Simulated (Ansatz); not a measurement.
CuI (zinc blende, F-43m), a = b = c = 5.862 Å, α = β = γ = 90.00°; the cell used has 2 atoms.

Relaxed with LDA.

Q: Give the optical modes at the zone centre with their infrared and Raman activity from DFPT, DFT-LDA in the program Ansatz with PAW potentials.

A: Transverse frequencies, without the LO–TO term; a row sums one degenerate level.

| ω (cm⁻¹) | degeneracy | IR ((D/Å)²/amu) | Raman (Å⁴/amu) | activity | symmetry |
|---|---|---|---|---|---|
| 156 | 3 | 1.51 | 54 | IR+Raman | T2 |

Q: How high does the top mode go among those that the LO–TO term moves?

A: 165 cm⁻¹ for q along x.

Symmetry was held in the LDA relaxation; phonons on a q-mesh show no instability. No spin polarisation was allowed. The volume moved by -17 % from the start of the relaxation. Scalar-relativistic: spin–orbit coupling is off unless named, which matters more the heavier the elements.

Potentials: the later of the program's two PAW sets.
